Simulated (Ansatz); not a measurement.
Relaxed Pt (fcc, Cu type):

```
Pt
1.0
    3.97009     0.00000     0.00000
    0.00000     3.97009     0.00000
    0.00000     0.00000     3.97009
Pt
4
Direct
  0.00000   0.00000   0.00000
  0.50000   0.50000   0.00000
  0.50000   0.00000   0.50000
  0.00000   0.50000   0.50000
```

In each cell atom 4 (Pt, nearest neighbour Pt at 2.807 Å; its periodic images, 4.0 Å or more away, move with it) moves by s·(0.707, 0.707, 0.000) (along Cartesian [110]), the rest being held.

These are PBE (plane waves to 420 eV, PAW, scalar-relativistic; Ansatz, a quantum-chemistry and plane-wave program) values and carry that method's errors. k mesh 10×10×10 (Γ-centred), Fermi-Dirac smearing 0.05 eV. The energy includes the smearing's −TS. Compression counts positive. With partly filled bands, energies and forces of such displacements shift with the k mesh and the smearing. Pt is run without spin polarisation. Pt was relaxed with its symmetry unable to fall. Spin-orbit coupling is left out, though Pt is heavy. The PAW data are Ansatz's earlier set. The zero of ΔE is the undisplaced structure.

**Question.** Estimate the ΔE (meV/cell) and P (GPa) for s (Å) = -0.560, -0.448, -0.224, -0.112, 0.112.

**Answer.** 
```csv
s (Å),ΔE (meV/cell),P (GPa)
-0.560,2118,22.5
-0.448,1240,13.8
-0.224,286,3.3
-0.112,71,0.8
0.112,71,0.8
```

(A displaced cell: forces are minus the slopes of the energy, force constants its curvatures, and phonons follow from these.)
